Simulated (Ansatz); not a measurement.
Relaxed MgH₂ (rutile):

```xyz
12
Lattice="9.0346 0.0000 0.0000 0.0000 4.5173 0.0000 0.0000 0.0000 3.0129" Properties=species:S:1:pos:R:3 pbc="T T T"
Mg     0.0000     0.0000     0.0000
Mg     4.5173     0.0000     0.0000
Mg     2.2586     2.2586     1.5064
Mg     6.7759     2.2586     1.5064
H      1.3751     1.3751     0.0000
H      5.8924     1.3751     0.0000
H      3.6338     0.8835     1.5064
H      8.1510     0.8835     1.5064
H      0.8835     3.6338     1.5064
H      5.4008     3.6338     1.5064
H      3.1422     3.1422     0.0000
H      7.6595     3.1422     0.0000
```

A phonon eigenvector at X = (0.5, 0.0, 0.0) is frozen into this cell: atom i moves by Q times the vector below, so Q is the largest atomic displacement, in Å. The cell is held. It is one choice among 2 degenerate patterns. (q is in reciprocal vectors of the primitive cell; the cell shown is doubled to hold the pattern.)

```tsv
atom	x	y	z
Mg1	-0.004	-0.024	0.000
Mg2	0.004	0.024	0.000
Mg3	-0.012	0.072	0.000
Mg4	0.012	-0.072	0.000
H5	0.239	-0.311	0.000
H6	-0.239	0.311	0.000
H7	-0.651	-0.759	0.000
H8	0.651	0.759	0.000
H9	-0.384	-0.429	0.000
H10	0.384	0.429	0.000
H11	0.577	-0.699	0.000
H12	-0.577	0.699	0.000
```

Level of theory: PBE (plane waves to 420 eV, PAW, scalar-relativistic; Ansatz, a first-principles code). k mesh 4×7×11 (Γ-centred), Fermi-Dirac smearing 0.05 eV. E stands for the smeared free energy. MgH2 was relaxed with its symmetry unable to fall. ΔE is measured from the undisplaced structure.

| Q (Å) | ΔE (eV/cell) |
|---|---|
| -0.180 | 0.0693 |
| -0.120 | 0.0306 |
| -0.060 | 0.0076 |
| 0.000 | 0.0000 |
| 0.060 | 0.0076 |
| 0.120 | 0.0306 |
| 0.180 | 0.0693 |

### Question
Which DFPT wavenumber at X = (0.5, 0.0, 0.0) belongs to this mode?
A. 146 cm⁻¹
B. 483 cm⁻¹
C. 903 cm⁻¹
D. 1041 cm⁻¹

### Answer
B, 483 cm⁻¹. The curvature of the scan gives 483 cm⁻¹

(For displaced atoms, the force is minus the slope of the energy, and its curvature is a force constant, which sets phonon frequencies.)
